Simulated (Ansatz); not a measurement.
Values for one crystal, relaxed and computed with DFT-LDA in the program Ansatz with PAW potentials; other levels are named.

```yaml
volume_per_atom: 7.12 Å³
electronic_character: metallic (no gap)
zone_centre_stability: no imaginary mode at Γ
Bulk modulus (Birch–Murnaghan fit): 296 GPa
Density of states at the Fermi level: 0.08 states/eV per atom (mean over ±0.08 eV)
Formation energy from the elements (no fitted shifts): -0.35 eV/atom
Pressure derivative B′: 3.9
```

Q: Pick the material that matches.
A) NbPS, Immm (Nb on 4j, P on 4h, S on 4i)
B) CrB4, Immm (Cr on 2a, B on 8l)
C) TlCrS2, R3m (Tl on 3a, S on 3a, Cr on 3a, S on 3a)
D) HfB2, P6/mmm (Hf on 1a, B on 2d)

A: B, CrB4, Immm (Cr on 2a, B on 8l)

The workflow started from a Materials Project entry (that database holds measured and hypothetical structures alike); the Crystallography Open Database files this formula in space group No. 71, but the cells were not matched. Whether it is the stable phase at ambient conditions was not checked. The LDA relaxation kept the symmetry of its start. No spin polarisation was allowed. The references are the lowest solids computed at this level, not always the standard phases.

Potentials: the later of the program's two PAW sets.
